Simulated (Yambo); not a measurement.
Here is the system:

```
CELL_PARAMETERS angstrom
      4.25023     0.00000     0.00000
      0.00000     2.21260     4.02356
      0.00000    -2.21260     4.02356
ATOMIC_POSITIONS crystal
  H  0.50000 0.55847 0.55847
  H  0.50000 0.07118 0.45270
  H  0.50000 0.45270 0.07118
  O  0.50000 0.67951 0.67951
  O  0.50000 0.33406 0.33406
  Cs 0.00000 0.98533 0.98533
```

Workflow: LDA (pw.x of Quantum ESPRESSO, ONCV potentials, without SOC), then G0W0 in Yambo (4×4×4 Γ-centred k mesh, 137 bands and a 8 Ry block in the screening, 137 bands in G with the Bruneval-Gonze terminator, plasmon pole fitted at 27.2 eV).

### Question
Give the LDA and G0W0 gaps between the band edges found on this mesh, and say where the edges lie.

### Answer
Edges: Γ → Γ. LDA: 4.10 eV; G0W0: 6.72 eV. Convergence of the G0W0 settings was not tested. 

Geometry of the Materials Project entry, not relaxed at this level.

The structure is a Materials Project entry; no match was found in the copy of COD used, and its stability was not checked.
